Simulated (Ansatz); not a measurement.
TePb:
```yaml
crystal:
  lattice:
    - [0.00000, 3.66776, 3.66776]
    - [3.66776, 0.00000, 3.66776]
    - [3.66776, 3.66776, 0.00000]
  atoms:
    - { symbol: Te, position: [0.75000, 0.75000, 0.75000] }
    - { symbol: Pb, position: [0.00000, 0.00000, 0.00000] }
```

Relaxed with PBE. Special points in fractions of this cell's reciprocal vectors: Γ (0.000, 0.000, 0.000); X (0.500, 0.000, 0.500); U (0.625, 0.250, 0.625); K (0.375, 0.375, 0.750); L (0.500, 0.500, 0.500); W (0.500, 0.250, 0.750).

List the band energies nearest the valence-band maximum at these points for plane-wave PAW PBE (Ansatz code).

In eV from the valence-band maximum; about four levels below and three above (degenerate sets whole), none deeper than 8.9 eV; points with the same levels are listed once.

```csv
k,below,above
Γ,-6.28 -1.40 -1.40 -1.40,1.55 1.55 1.55
X,-8.28 -2.59 -2.59 -0.57,0.63 4.32 4.32
U,-8.23 -2.96 -2.40 -0.39,1.55 3.55 3.64
L,-7.80 -1.94 -1.94 -1.88,2.34 2.34 3.65
W,-8.28 -2.83 -2.76 0.00,1.84 2.71 3.68
```

Space group F-43m (zinc blende). A made-up cell: these elements were put on the sites of a structure type; neither database checked (COD, Materials Project) lists it. It is not the phase usual at ambient conditions (space group No. 225). The PBE relaxation kept the symmetry of its start; its stability against distortions is not shown here. Spin–orbit coupling is left out wherever it is not named.

Potentials: the later of the program's two PAW sets.
